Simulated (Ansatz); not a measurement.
## Data sheet: SiB2Mo2 (DFT)

SiB₂Mo₂:
```
CELL_PARAMETERS angstrom
      1.52263    -5.54169     0.00000
      1.52263     5.54169     0.00000
      0.00000     0.00000     3.11336
ATOMIC_POSITIONS crystal
  Si 0.00000 0.00000 0.00000
  Mo 0.36343 0.63657 0.50000
  Mo 0.63657 0.36343 0.50000
  B  0.20687 0.79313 0.00000
  B  0.79313 0.20687 0.00000
```

Space group Cmmm (No. 65); conventional cell a = 3.045 Å, b = 11.083 Å, c = 3.113 Å, α = 90.00°, β = 90.00°, γ = 90.00°.

Method: PBEsol in the plane-wave PAW code Ansatz. Geometry: relaxed at this level of theory. Other levels are named where they apply.

### Cell and energy

```json
{
  "volume_per_atom": "10.51 Å³",
  "density": "7.64 g/cm³",
  "Formation energy from the elements (no fitted shifts)": "-425 meV/atom"
}
```

### Electronic structure

```json
{
  "electronic_character": "metallic (no gap)",
  "Density of states at the Fermi level": "0.26 states/eV per atom (mean over ±0.08 eV)"
}
```

### Mechanics

```json
{
 "Bulk modulus (Birch–Murnaghan fit)": "272 GPa",
 "Pressure derivative B′": "4.5"
}
```

### Phonons

```json
{
 "highest_zone_centre_frequency": "98.5 meV",
 "zone_centre_stability": "no imaginary mode at Γ"
}
```

The start of the workflow was typed in or built on a structure type; neither database checked (COD, Materials Project) lists it. Whether it is the stable phase at ambient conditions was not checked. The PBEsol relaxation kept the symmetry of its start. The run is not spin-polarised. As this level gives no gap, phonon frequencies hold no LO–TO term and depend on the k-mesh and smearing (Fermi–Dirac, 0.1 eV here). The references are the lowest solids computed at this level, not always the standard phases. Spin–orbit coupling is left out wherever it is not named.

Potentials: the later of the program's two PAW sets.
